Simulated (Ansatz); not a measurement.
**Question.** Name crystals whose computed values (plane-wave PAW PBEsol (Ansatz code)) fall in these windows: highest Γ mode, no LO–TO term (cm⁻¹) 190 to 230; B₀ by P(V) fit (GPa) 140 to 170; Θ_D (K) 250 to 320.

**Answer.** 

| crystal | highest Γ mode, no LO–TO term (cm⁻¹) | B₀ by P(V) fit (GPa) | Θ_D (K) |
|---|---|---|---|
| AgPd, R-3m (Ag on 3a, Pd on 3b) | 210 | 159 | 295 |
| ZrRh, Pnma (Zr on 4c, Rh on 4c) | 224 | 166 | 304 |
Others may fit too.

Standing as an ambient phase not checked: AgPd, R-3m (Ag on 3a, Pd on 3b); ZrRh, Pnma (Zr on 4c, Rh on 4c). Perhaps ordered models of mixed-site phases: AgPd, R-3m (Ag on 3a, Pd on 3b). All cells were relaxed under the symmetry of their starts (and spin orders); stability against distortions was not tested throughout. Rows with no word on spin ran without spin polarisation. Scalar-relativistic: spin–orbit coupling is off unless named, which matters more the heavier the elements.

Potentials: the later of the program's two PAW sets.
